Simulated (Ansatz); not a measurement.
# Sc: reading a single point

```yaml
crystal:
  lattice:
    - [1.66771, 2.88856, 0.00000]
    - [-1.66771, 2.88856, 0.00000]
    - [0.00000, 0.00000, 5.31039]
  atoms:
    - { symbol: Sc, position: [0.33333, 0.33333, 0.25000] }
    - { symbol: Sc, position: [0.66667, 0.66667, 0.75000] }
```

Single point in Ansatz 0.2.0 with PBE, no spin polarisation. Cutoff 420 eV, PAW datasets, 12×12×7 Γ-centred k mesh, fermi-dirac filling (width 0.1 eV).

What does the stress say?

The pressure is -1.7 GPa (compression positive), so with the atoms held at these fractions the cell would first shrink. The principal stresses -2.5, -1.3, -1.3 GPa differ, so its shape would change too.

Metal or insulator?

It is a metal, with about 4.4 states/eV a cell as the mean within 0.25 eV of the Fermi level, mostly Sc d (84 %).

Describe some of the short contacts.

Sc–Sc at 3.28 Å: least valence density 0.11 e/Å³ and ELF 0.24 there. Both are smooth PAW fields, read partly inside the augmentation spheres.

Origin: a database entry at a rescaled volume. Caveats: many states at the Fermi level without spin polarisation, so a magnetic state may lie lower.
